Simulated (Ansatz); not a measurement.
Comparing deformations in Ba

All numbers below come from DFT PBEsol, scalar-relativistic, plane waves, PAW (Ansatz 0.2.0). The runs took a 420 eV cutoff, a Γ-centred 14×14×14 mesh and Gaussian smearing (0.15 eV). No spin polarisation. Energies are free energies at this smearing, counted from the undisturbed cell; pressure is positive in compression.

The undisturbed cell (as given, not relaxed at this level; it stands at -0.6 GPa):

```yaml
crystal:
  lattice:
    - [-2.50000, 2.50000, 2.50000]
    - [2.50000, -2.50000, 2.50000]
    - [2.50000, 2.50000, -2.50000]
  atoms:
    - { symbol: Ba, position: [0.00000, 0.00000, 0.00000] }
```

The cell is strained by ε times a Voigt pattern (xx, yy, zz, yz, xz, xy; engineering shear) with fractional coordinates fixed. τ = (1/V0) dE/dε comes from the stress tensor. Of each scan, only the three points used here are listed.

```csv
pattern,ε,τ (GPa)
"(1, 1, 0, 0, 0, 0)",-0.0250,0.301
"(1, 1, 0, 0, 0, 0)",0.0000,1.201
"(1, 1, 0, 0, 0, 0)",0.0250,1.996
"(0, 0, 1, 0, 0, 0)",-0.0250,0.317
"(0, 0, 1, 0, 0, 0)",0.0000,0.601
"(0, 0, 1, 0, 0, 0)",0.0250,0.837
"(1, 0, 0, 0, 0, 0)",-0.0100,0.493
"(1, 0, 0, 0, 0, 0)",0.0000,0.601
"(1, 0, 0, 0, 0, 0)",0.0100,0.700
"(1, -1, 0, 0, 0, 0)",-0.0125,-0.0955
"(1, -1, 0, 0, 0, 0)",0.0000,0.0000
"(1, -1, 0, 0, 0, 0)",0.0125,0.0955
```

**Question.** Which constants do the scans give, and which deformation costs least for the same size of strain tensor?

**Answer.** The slope dτ/dε at zero (parabola through three points) is pᵀCp: (1, 1, 0, 0, 0, 0) gives 2(C11 + C12) = 34 GPa; (0, 0, 1, 0, 0, 0) gives C11 = 10.4 GPa; (1, 0, 0, 0, 0, 0) gives C11 = 10.4 GPa; (1, -1, 0, 0, 0, 0) gives 2(C11 − C12) = 7.6 GPa. The size of the strain tensor, ε:ε, is ε² times 2.0, 1.0, 1.0, 2.0. Per unit of it the stiffnesses are 17, 10.4, 10.4, 3.8 GPa, so (1, -1, 0, 0, 0, 0) is the softest of these: at ε:ε = (1 %)² the quadratic term costs 0.07 meV/atom against 0.33 for the stiffest. The starting stress shifts them by about its own size.

**Question.** What else follows for this cubic crystal?

**Answer.** From the unrounded slopes C11 = 10.4 and C12 = 6.6 GPa, so B = (C11 + 2 C12)/3 = 8 GPa and the Poisson ratio for a pull along a cube edge is C12/(C11 + C12) = 0.39. Symmetry also asks 2(C11 − C12) = 8 GPa, against 8 from its own scan.

In a metal these slopes depend on the k mesh and the smearing.